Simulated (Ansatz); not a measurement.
## MnPt: strain energy, fitted

MnPt, P4/mmm, a = 2.877 Å, c = 3.487 Å. The structure is a Materials Project entry; whether it is the stable form wasn't checked. Ansatz: PBEsol, PAW, 420 eV, Γ-centred 14×14×12 mesh on 2 atoms, Gaussian smearing 0.10 eV; collinear spin, largest moment 3.7 μB. Series: biaxial strain in the a-b plane, c and atoms relaxed; x is the strain in per cent. y is the free energy over the unstrained cell, V0 = 14.427 Å³/atom.

| x (%) | y (meV/atom) |
| --- | --- |
| -3.0 | 12.11 |
| -2.0 | 5.65 |
| -1.0 | 1.35 |
| 0.0 | 0.00 |
| 1.0 | 1.22 |
| 2.0 | 4.99 |
| 3.0 | ? |

Fit y = c2 x² + c3 x³ to the other rows, turn c2 into a modulus, and predict the missing energy.

Least squares on the rows shown. y = 1.299 x² − 0.01944 x³. In eV per unit strain² c2 is 12.99; M is the biaxial modulus (E = M V0 ε²): 12.99 × 160.2 / (14.427) = 144 GPa. With a term in x⁴ added, the coefficient of x² becomes 1.394, 7 % more, which shows how far this figure hangs on the form. At x = 3.0 the fit asked for gives 11.17 meV/atom. The run gave 11.17 meV/atom, the same to the digits shown.

Only parallel moments were tried here. The moments are parallel here; the real alloy orders antiferromagnetically, with another cell and stiffness. Spin–orbit coupling is left out, which can shift energies with elements as heavy as these.